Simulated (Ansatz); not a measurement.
# Ta2O5: a vibration from a frozen displacement

These are results of Ansatz 0.2.0, DFT PBEsol, scalar-relativistic, plane waves, PAW, not measurements. Cutoff 420 eV, Γ-centred 8×8×6 k-points, Gaussian smearing of 0.05 eV. Spin–orbit coupling is left out, which matters for the heavy elements here. No spin polarisation. Energies are free energies at this smearing, counted from the undisturbed cell; pressure is positive in compression.

The starting cell (relaxed at this level; it needn't be the usual structure):

```yaml
crystal:
  lattice:
    - [2.96215, -2.53804, 0.01669]
    - [2.96215, 2.53804, 0.01669]
    - [-2.67881, 0.00000, 5.08728]
  atoms:
    - { symbol: Ta, position: [0.23121, 0.15097, 0.29223] }
    - { symbol: Ta, position: [0.84903, 0.76879, 0.70777] }
    - { symbol: O, position: [0.63319, 0.22416, 0.65148] }
    - { symbol: O, position: [0.24127, 0.11195, 0.95631] }
    - { symbol: O, position: [0.27240, 0.72760, 0.50000] }
    - { symbol: O, position: [0.88805, 0.75873, 0.04369] }
    - { symbol: O, position: [0.77584, 0.36681, 0.34852] }
```

Every O atom is moved by x along the Cartesian unit vector (0.733, 0.000, -0.680); the cell and all other atoms stay fixed. The cell's volume is 76.72 Å³; the moved atoms weigh 79.995 u together and the others 361.896 u. Some rows repeat others by symmetry and weren't run.

```
  x (Å)  ΔE (meV/cell) total force on the moved atoms along the move (eV/Å) pressure (GPa)
-0.3000        2073.49                                               15.1049         14.4524
-0.2625        1553.63                                               12.6649         11.0146
-0.2250        1120.62                                               10.4651          8.0598
-0.1875         766.36                                                8.4572          5.5759
-0.1500         484.44                                                6.6000          3.5551
-0.1125         269.93                                                4.8569          1.9913
-0.0750         119.17                                                3.1947          0.8795
-0.0375          29.67                                                1.5847          0.2148
 0.0000           0.00                                                0.0000         -0.0062
 0.0375          29.67                                               -1.5847          0.2148
 0.0750         119.17                                               -3.1947          0.8795
 0.1125         269.93                                               -4.8569          1.9913
 0.1500         484.44                                               -6.6000          3.5551
 0.1875         766.36                                               -8.4572          5.5759
 0.2250        1120.62                                              -10.4651          8.0598
 0.2625        1553.63                                              -12.6649         11.0146
 0.3000        2073.49                                              -15.1049         14.4524
```

Problem. What frequency belongs to this motion?

Solution. The force constant is k = −dF/dx = 42.258 eV/Å², from the parabola through x = -0.0375, 0 and 0.0375. In every cell the moved atoms swing against the rest, so the mass is μ = m₁m₂/(m₁ + m₂) = 65.514 u, and ν̃ = 521.5 cm⁻¹ × √(|k|/μ) = 419 cm⁻¹. The pattern needn't be a normal mode: ν̃² is then a weighted mean of the squared nonzero frequencies at the zone centre of this cell, taken without macroscopic field, so it lies between the lowest and the highest of them.

Problem. How far does the harmonic law reach?

Solution. At x = -0.300 Å, kx²/2 = 1901.60 meV against the computed 2073.49 meV (+9.0 %): the well stiffens in this direction at large amplitude.

Problem. The pressure changes with x². What does that say about the frequency under compression?

Solution. With E = k(V)x²/2, k ∝ V^(−2γ) and x scaling with the cell as V^(1/3), P − P0 = −∂E/∂V = (2γ − 2/3) ΔE/V. At x = 0.0750 Å, V(P − P0) = 76.72 × 0.88575 / 160.2 eV = 424.14 meV and ΔE = 119.17 meV, so γ = 1/3 + V(P − P0)/(2ΔE) = 2.11. This is the Grüneisen parameter of the motion under uniform scaling of the cell: shrinking the cell evenly by 1 % in volume raises the frequency by about 2.11 %.